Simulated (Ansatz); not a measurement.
**Be₃ZnSe₄: computed properties**

Theory: Ansatz, DFT PBE, scalar-relativistic, plane waves, PAW.

Cutoff 420 eV; k points 6×6×2 on the computed 8-atom cell (Γ-centred); Gaussian smearing, width 0.02 eV; no spin polarisation.

The structure is relaxed at this level of theory with its symmetry kept, and needn't be the ground state of this composition.

```
Be Zn Se
1.0
     3.74725    0.00000    0.00000
    -1.87363    3.24522    0.00000
     0.00000    0.00000   12.41168
Be Zn Se
3 1 4
Direct
  0.66667 0.33333 0.01254
  0.66667 0.33333 0.49281
  0.00000 0.00000 0.25312
  0.00000 0.00000 0.75621
  0.66667 0.33333 0.19393
  0.66667 0.33333 0.67293
  0.00000 0.00000 0.43433
  0.00000 0.00000 0.95414
```

| Property | Result |
| --- | --- |
| Space group | P3m1 (No. 156) |
| Volume per atom | 18.87 Å³ |
| Formation energy from the elements' standard states (uncorrected) | -0.733 eV/atom |
| Kohn–Sham band gap | 2.55 eV, indirect from Γ to (0.000, -0.487, 0.242) |
| Orbital (Löwdin) character of the top 1 eV of the valence band | Se 4p 91 %, unprojected 4 % |
| Electron masses at the edge by direction of the standard setting (m_e; one valley, along these axes only; no spin-orbit coupling) | x: 0.28; y: 1.8; z: 0.42 |
| Hole masses at the edge by direction of the standard setting (m_e; one valley, along these axes only; no spin-orbit coupling) | x: 1.1, 0.18; y: 1.1, 0.18; z: 4.3, 4.3 |
| Bulk modulus | 69 GPa |
| Its pressure derivative | 4.0 |
| Bader charge by site (e) | Be (1 in the cell) 1.57, Be (1 in the cell) 1.57, Be (1 in the cell) 1.57, Zn (1 in the cell) 0.73, Se (1 in the cell) -1.57, Se (1 in the cell) -0.96, Se (1 in the cell) -1.57, Se (1 in the cell) -1.35 |

The cell was found from a structure generator's guess, not taken from experiment. Kohn–Sham gaps at this level usually fall short of measured ones.
